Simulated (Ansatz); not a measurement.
Level of theory: DFT PBE, scalar-relativistic, plane waves, PAW in Ansatz. Settings: cutoff 420 eV, Γ-centred meshes spaced at most about 0.3 Å⁻¹, and about 0.25 Å⁻¹ or finer for metals (2π included), Gaussian smearing. No spin polarisation in the final relaxations.

All energies are static (0 K, no zero-point motion).

Two forms of Sn₂PW₃ were relaxed alike.

A.

```
CELL_PARAMETERS angstrom
5.36453 0.00000 0.00000
-2.68227 4.64582 0.00000
0.00000 0.00000 4.90653
ATOMIC_POSITIONS crystal
Sn 0.33333 0.66667 0.50000
Sn 0.66667 0.33333 0.50000
P 0.00000 0.00000 0.00000
W 0.50000 0.00000 0.00000
W 0.00000 0.50000 0.00000
W 0.50000 0.50000 0.00000
```

B.

```
CELL_PARAMETERS angstrom
2.58204 1.49074 6.46715
-2.58204 1.49074 6.46715
0.00000 -2.98148 6.46715
ATOMIC_POSITIONS crystal
Sn 0.70352 0.70352 0.70352
Sn 0.29648 0.29648 0.29648
P 0.50000 0.50000 0.50000
W 0.00000 0.00000 0.50000
W 0.50000 0.00000 0.00000
W 0.00000 0.50000 0.00000
```

Question: Which is lower in energy, and by how much?

Answer: A is lower, by 0.31 eV/atom. A has space group P6/mmm (No. 191), 20.4 Å³/atom and no gap on its mesh; B has space group R-3m (No. 166), 24.9 Å³/atom and no gap. The denser one is the lower, and pressure would at first widen the difference. Even the lower one lies +0.42 eV/atom against the reference forms of the elements (uncorrected), so neither is stable at this level. In A, around Sn lie 6 W at 2.90 Å and 3 Sn at 3.10 Å; P is surrounded by 6 W at 2.68 Å; around W lie 2 P at 2.68 Å, 4 W at 2.68 Å and 4 Sn at 2.90 Å. In B, around Sn lie 3 W at 2.93 Å and 3 Sn at 3.31 Å; P has 6 W at 2.58 Å; around W lie 2 P at 2.58 Å, 4 W at 2.58 Å and 2 Sn at 2.93 Å. Both come from invented guesses.

These runs have no spin–orbit coupling, which can matter for W. A magnetic state wasn't ruled out in cells without spin, among them P6/mmm, R-3m. Cells relaxed within their symmetry can be saddle points.
